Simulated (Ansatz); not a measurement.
Mg$_{2}$Si (antifluorite type, space group Fm-3m)

```xyz
3
Lattice="0.0000 3.1822 3.1822 3.1822 0.0000 3.1822 3.1822 3.1822 0.0000" Properties=species:S:1:pos:R:3 pbc="T T T"
Si     0.0000     0.0000     0.0000
Mg     1.5911     1.5911     1.5911
Mg     4.7733     4.7733     4.7733
```

The slice is a {100} plane (indices of the conventional cell) through the point (0.750, 0.750, 0.750) (fractional), spanned by u = [100] and v = [0 1 -1] in vectors of this cell: u (4.50 Å) and v (4.50 Å, at 90° to u). It covers one period; positions are fractions (u, v).

Level of theory: PBE (plane waves to 420 eV, PAW, scalar-relativistic; Ansatz, a quantum-chemistry and plane-wave program). k mesh 9×9×9. These are valence fields of a PAW run, semicore shells included where kept as valence: close to a nucleus they are smooth pseudo fields. Mg2Si was relaxed with its symmetry unable to fall. The PAW data are Ansatz's earlier set.

Q: Sketch the electron localisation function (ELF) on this plane as a map.

A: 
```
|xxx+-  :*%@@@@@@@@@%*:  -+xx|
|xxx+:  :*%@@@@@@@@@%*:  :+xx|
|x++-   -*#%@@@@@@@%#*-   -++|
|=-:   .=*#%%@@@@@%%#*=.   :-|
|     .-+*###%%%%%###*+-.    |
|    .-=++***********++=-.   |
|:::-=+++++=-:::::-=+++++=-::|
|******++=-.       .-=++*****|
|%%%###*+-.         .-+*###%%|
|@@@%%#*=.   :-=-:   .=*#%%@@|
|@@@@%#*-   -++x++-   -*#%@@@|
|@@@@@%*:  :+xxxxx+:  :*%@@@@|
|@@@@@%*:  -+xxxxx+-  :*%@@@@|
|@@@@@%*:  -xxxxxxx-  :*%@@@@|
|@@@@@%*:  -+xxxxx+-  :*%@@@@|
|@@@@@%*:  :+xxxxx+:  :*%@@@@|
|@@@@%#*-   -++x++-   -*#%@@@|
|@@@%%#*=.   :-=-:   .=*#%%@@|
|%%%###*+-.         .-+*###%%|
|******++=-.       .-=++*****|
|:::-=+++++=-:::::-=+++++=-::|
|    .-=++***********++=-.   |
|     .-+*###%%%%%###*+-.    |
|=-:   .=*#%%@@@@@%%#*=.   :-|
|x++-   -*#%@@@@@@@%#*-   -++|
|xxx+:  :*%@@@@@@@@@%*:  :+xx|
|xxx+-  :*%@@@@@@@@@%*:  -+xx|
|xxxx-  :*%@@@@@@@@@%*:  -xxx|
```
Scale: ten equal steps from 0.04 (start of ' ') to 0.61 (end of '@'), in the order ' .:-=+*#%@'. Values: electron localisation function (ELF). The map has 28 points along u (one character each, u = 0 at the left) and 28 along v (v = 0 in the bottom row). Points within 0.5 Å of a nucleus are blanked (x), as the pseudised field means little there.
